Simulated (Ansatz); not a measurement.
Li in its lowest state found on the top face of a (001) slab of Ru (P6_3/mmc (No. 194)), 3 planes, outer planes Ru (top) and Ru (bottom); 1 a cell of 25.30 Å², its atoms last:

```
CELL_PARAMETERS angstrom
5.40470 0.00000 0.00000
-2.70235 4.68060 0.00000
0.00000 0.00000 23.26597
ATOMIC_POSITIONS crystal
Ru 0.16667 0.33333 0.36534
Ru 0.16667 0.83333 0.36534
Ru 0.66667 0.33333 0.36534
Ru 0.66667 0.83333 0.36534
Ru 0.33407 0.16704 0.45393
Ru 0.33333 0.66667 0.45260
Ru 0.83296 0.16704 0.45393
Ru 0.83296 0.66593 0.45393
Ru 0.16926 0.33851 0.54202
Ru 0.16926 0.83074 0.54202
Ru 0.66667 0.33333 0.54322
Ru 0.66149 0.83074 0.54202
Li 0.00000 0.00000 0.63655
```

The calculation used Ansatz, DFT r2SCAN, scalar-relativistic, plane waves, PAW. Plane waves to 500 eV, a k mesh through Γ of 6×6×1 on the computed 13-atom cell and Gaussian smearing (0.10 eV); no spin polarisation. A dipole correction removes the field between periodic images along c.

The clean top face has a work function of 4.97 eV. Adsorption changes the slab's dipole along +c by Δp = +0.3990 e·Å a cell (+1.92 D an adsorbate).

(1) What change of work function does the Helmholtz equation give?

(2) How does that compare with the calculation?

(3) What does the sign say about the electrons?

Answers

(1) A sheet of dipoles makes a step in an electron's potential energy of −e·Δp/(ε0·A), and e/ε0 = 180.95 eV·Å for Δp in e·Å: −180.95 × (0.3990)/25.30 = -2.85 eV. This is the change of φ(top) − φ(bottom). If the bottom face is unmoved, φ(top) becomes 2.11 eV.

(2) φ(top) changes by -2.74 eV and φ(bottom) by +0.11 eV, so their difference changes by -2.85 eV. The slab is thin enough for the adsorbate to shift the Fermi level against the bottom face too.

(3) The change of dipole points out of the surface, so the work function falls. Electrons move towards the slab, or their spill-out is pushed back. Δp also holds the adsorbate's own dipole and the moves of the surface atoms, so it isn't a charge transfer alone.